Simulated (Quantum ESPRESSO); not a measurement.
```cif
data_BrRb
_chemical_formula_sum 'Br1 Rb1'
_space_group_name_H-M_alt 'P 1'
_space_group_IT_number 1
_cell_length_a 4.83888
_cell_length_b 4.83888
_cell_length_c 4.83888
_cell_angle_alpha 60.000
_cell_angle_beta 60.000
_cell_angle_gamma 60.000
loop_
_space_group_symop_operation_xyz
  'x, y, z'
loop_
_atom_site_label
_atom_site_type_symbol
_atom_site_fract_x
_atom_site_fract_y
_atom_site_fract_z
_atom_site_occupancy
Br1 Br 0.50000 0.50000 0.50000 1
Rb1 Rb 0.00000 0.00000 0.00000 1
```

Cell and atoms were relaxed with PBEsol from Materials Project entry mp-22867, within its symmetry.

Task: What does PBEsol (Quantum ESPRESSO, PseudoDojo norm-conserving, 46 Ry, without SOC) give for the electronic structure near the Fermi level?

Result: The PBEsol gap is direct, 4.22 eV at Γ. Spin-orbit splittings are left out.
